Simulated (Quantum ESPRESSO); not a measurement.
# Ca2ZnMgO4: input and log of a self-consistent run

A calculation, not a measurement. The program is pw.x of Quantum ESPRESSO 7.5 (plane-wave density functional theory). The cell is made up: 8 atoms on a rocksalt lattice, with randomly drawn elements, strain and displacements, not relaxed. PseudoDojo standard norm-conserving files (v0.5 for PBE, v0.4.1 for LDA and PBEsol) set the functional; there is no spin polarisation, spin-orbit coupling or dispersion term, and the masses in the input are unused placeholders.

Input:

```
&control calculation='scf', pseudo_dir='./dojo.nc.sr.pbe.v0_5.standard.upf', outdir='./o', disk_io='medium', tprnfor=.true., tstress=.true. /
&system ibrav=0, nat=8, ntyp=4, nbnd=43, ecutwfc=84.00895049, nosym=.true., tot_charge=0,
 occupations='smearing', smearing='fd', degauss=0.0018374661
/
&electrons conv_thr=7.350e-09, electron_maxstep=60, /
ATOMIC_SPECIES
Ca 1.0 Ca.upf
Mg 1.0 Mg.upf
O 1.0 O.upf
Zn 1.0 Zn.upf
CELL_PARAMETERS angstrom
4.688 0.0012 -0.0353
0.0012 4.6133 0.0349
-0.0353 0.0349 4.649
ATOMIC_POSITIONS angstrom
Ca 0.1233 -0.0425 -0.0885
Ca 0.0572 2.125 2.3163
Zn 2.2413 -0.151 2.3777
Mg 2.2484 2.3105 0.0782
O 2.3464 0.081 -0.0735
O 2.2041 2.2752 2.4974
O 4.6354 -0.0634 2.0917
O 4.626 2.221 -0.1161
K_POINTS automatic
4 4 4 1 1 1
```

The log is shortened where brackets say so; the opening notice, blank lines, dates and the lines on written files are dropped, and the path of the files is cut. It prints rydbergs, bohrs and kilobars, and counts compression as positive stress.

```
     Program PWSCF v.7.5
     Parallel version (MPI & OpenMP), running on       1 processor cores
     Number of MPI processes:                 1
     Threads/MPI process:                     1
     [start-up lines left out]
     bravais-lattice index     =            0
     lattice parameter (alat)  =       8.8593  a.u.
     unit-cell volume          =     678.4314 (a.u.)^3
     number of atoms/cell      =            8
     number of atomic types    =            4
     number of electrons       =        74.00
     number of Kohn-Sham states=           43
     kinetic-energy cutoff     =      84.0090  Ry
     charge density cutoff     =     336.0358  Ry
     scf convergence threshold =      7.3E-09
     mixing beta               =       0.7000
     number of iterations used =            8  plain     mixing
     Exchange-correlation= PBE
                           (   1   4   3   4   0   0   0)
     [axes and pseudopotential details left out]
   Cartesian axes
     site n.     atom                  positions (alat units)
         1        Ca     tau(   1) = (   0.0263004  -0.0090654  -0.0188775  )
         2        Ca     tau(   2) = (   0.0122010   0.4532721   0.4940773  )
         3        Zn     tau(   3) = (   0.4780794  -0.0322090   0.5071742  )
         4        Mg     tau(   4) = (   0.4795939   0.4928401   0.0166804  )
         5        O      tau(   5) = (   0.5004977   0.0172777  -0.0156779  )
         6        O      tau(   6) = (   0.4701445   0.4853105   0.5327067  )
         7        O      tau(   7) = (   0.9887518  -0.0135235   0.4461691  )
         8        O      tau(   8) = (   0.9867467   0.4737494  -0.0247647  )
     number of k points=    32  Fermi-Dirac smearing, width (Ry)=  0.0018
                       cart. coord. in units 2pi/alat
        k(    1) = (   0.1259205   0.1260412   0.1260621), wk =   0.0625000
        k(    2) = (   0.1278195   0.1241333   0.3781952), wk =   0.0625000
     [further k points left out]
     Dense  grid:    70587 G-vectors     FFT dimensions: (  54,  54,  54)
     Estimated max dynamical RAM per process >      97.21 MB
     Initial potential from superposition of free atoms
     starting charge      73.9892, renormalised to      74.0000
     Starting wfcs are   41 randomized atomic wfcs +    2 random wfcs
     total cpu time spent up to now is        6.5 secs
     per-process dynamical memory:    55.9 Mb
     Self-consistent Calculation
     iteration #  1     ecut=    84.01 Ry     beta= 0.70
     Davidson diagonalization with overlap
     ethr =  1.00E-02,  avg # of iterations =  6.8
     total cpu time spent up to now is       25.3 secs
     total energy              =    -823.58753174 Ry
     estimated scf accuracy    <       2.22893968 Ry
     iteration #  2     ecut=    84.01 Ry     beta= 0.70
     Davidson diagonalization with overlap
     ethr =  3.01E-03,  avg # of iterations =  4.0
     total cpu time spent up to now is       40.0 secs
     total energy              =    -823.81553968 Ry
     estimated scf accuracy    <       4.64171613 Ry
     iteration #  3     ecut=    84.01 Ry     beta= 0.70
     Davidson diagonalization with overlap
     ethr =  3.01E-03,  avg # of iterations =  3.5
     total cpu time spent up to now is       53.2 secs
     total energy              =    -824.69321940 Ry
     estimated scf accuracy    <       0.03921021 Ry
     iteration #  4     ecut=    84.01 Ry     beta= 0.70
     Davidson diagonalization with overlap
     ethr =  5.30E-05,  avg # of iterations =  7.4
     total cpu time spent up to now is       69.1 secs
     total energy              =    -824.71204336 Ry
     estimated scf accuracy    <       0.05401909 Ry
     iteration #  5     ecut=    84.01 Ry     beta= 0.70
     Davidson diagonalization with overlap
     ethr =  5.30E-05,  avg # of iterations =  2.1
     total cpu time spent up to now is       79.5 secs
     total energy              =    -824.71907092 Ry
     estimated scf accuracy    <       0.00378324 Ry
     [iterations 6 to 7 left out]
     iteration #  8     ecut=    84.01 Ry     beta= 0.70
     Davidson diagonalization with overlap
     ethr =  2.31E-07,  avg # of iterations =  2.0
     total cpu time spent up to now is      127.1 secs
     total energy              =    -824.71995157 Ry
     estimated scf accuracy    <       0.00002434 Ry
     iteration #  9     ecut=    84.01 Ry     beta= 0.70
     Davidson diagonalization with overlap
     ethr =  3.29E-08,  avg # of iterations =  2.9
     total cpu time spent up to now is      140.2 secs
     total energy              =    -824.71995613 Ry
     estimated scf accuracy    <       0.00000120 Ry
     iteration # 10     ecut=    84.01 Ry     beta= 0.70
     Davidson diagonalization with overlap
     ethr =  1.63E-09,  avg # of iterations =  4.5
     total cpu time spent up to now is      160.6 secs
     total energy              =    -824.71995669 Ry
     estimated scf accuracy    <       0.00000077 Ry
     iteration # 11     ecut=    84.01 Ry     beta= 0.70
     Davidson diagonalization with overlap
     ethr =  1.04E-09,  avg # of iterations =  2.0
     total cpu time spent up to now is      173.2 secs
     total energy              =    -824.71995678 Ry
     estimated scf accuracy    <       0.00000011 Ry
     iteration # 12     ecut=    84.01 Ry     beta= 0.70
     Davidson diagonalization with overlap
     ethr =  1.43E-10,  avg # of iterations =  2.4
     total cpu time spent up to now is      186.9 secs
     End of self-consistent calculation
     [lines on levels left out]
!    total energy              =    -824.71995680 Ry
     estimated scf accuracy    <          1.9E-09 Ry
     smearing contrib. (-TS)   =       0.00000000 Ry
     internal energy E=F+TS    =    -824.71995680 Ry
     The total energy is F=E-TS. E is the sum of the following terms:
     one-electron contribution =    -471.30426676 Ry
     hartree contribution      =     263.81731156 Ry
     xc contribution           =    -124.13191786 Ry
     ewald contribution        =    -493.10108374 Ry
     convergence has been achieved in  12 iterations
     Forces acting on atoms (cartesian axes, Ry/au):
     atom    1 type  1   force =    -0.05753728   -0.01696281   -0.00602566
     atom    2 type  1   force =    -0.06649131    0.04211732   -0.01192149
     atom    3 type  4   force =     0.01506293    0.00044648    0.00120928
     atom    4 type  2   force =     0.02984204   -0.01870878   -0.02462328
     atom    5 type  3   force =     0.00693377   -0.02257123    0.00034692
     atom    6 type  3   force =     0.04313494    0.02051040   -0.02766522
     atom    7 type  3   force =     0.01094175   -0.02475358    0.03716319
     atom    8 type  3   force =     0.01811316    0.01992221    0.03151626
     Total force =     0.139582     Total SCF correction =     0.000172
     Computing stress (Cartesian axis) and pressure
          total   stress  (Ry/bohr**3)                   (kbar)     P=      -18.95
  -0.00015764  -0.00000232   0.00005252          -23.19       -0.34        7.73
  -0.00000232  -0.00008622  -0.00011707           -0.34      -12.68      -17.22
   0.00005252  -0.00011707  -0.00014264            7.73      -17.22      -20.98
     init_run     :      5.95s CPU      6.36s WALL (       1 calls)
     electrons    :    176.94s CPU    180.41s WALL (       1 calls)
     forces       :      2.86s CPU      2.89s WALL (       1 calls)
     stress       :     10.43s CPU     10.52s WALL (       1 calls)
     [timing details left out]
     PWSCF        :   3m16.64s CPU   3m21.05s WALL
     JOB DONE.
```

In other units: free energy -11220.887 eV for the cell, pressure -1.90 GPa, largest force component 1.710 eV/Å. A rerun of the same cell at another strain at 1437 eV and a 6 x 6 x 6 mesh moved values by no more than 0.002 eV in energy, 0.04 GPa in stress and 0.006 eV/Å in force.